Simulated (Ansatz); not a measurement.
A geometry of Ag away from equilibrium: step 2 of the relaxation of a relaxed Ag cell, doubled along one cell vector, shaken by Gaussian noise of σ = 0.08 Å a coordinate. Method: PBE (plane waves to 420 eV, PAW, scalar-relativistic; Ansatz, a quantum-chemistry and plane-wave program). Γ-centred k-mesh 14×7×13 on the run's cell (coarser than for final values), Fermi–Dirac smearing 0.05 eV.

```xyz
2
Lattice="-1.7262 1.7132 1.5397 3.4165 -3.4503 3.0662 1.7046 1.7035 -1.5529" Properties=species:S:1:pos:R:3:forces:R:3 pbc="T T T" free_energy=-15181.163 pressure_GPa=0.6
Ag     0.0458    -0.0118     1.6301   -0.1810   -0.0392   -0.2167
Ag     1.7465    -1.7468     3.0999    0.1810    0.0392    0.2167
```

Positions in Å, forces in eV/Å, free energy of the cell in eV (comparable only within this code, potentials and settings). Largest force: 0.29 eV/Å, on Ag1, Ag2 (atoms numbered as listed); the geometry lies 0.03 eV/atom above the end of its relaxation.

No spin polarisation in the result.

The run could not lose the symmetry of its start.

Of the parent cell (I4/mmm (No. 139)): it is a generated cell of Ag: the first start was made by placing the elements on the sites of a structure type, and the end was not matched to a known phase here, so it may be hypothetical. Known forms of Ag include space group No. 225.
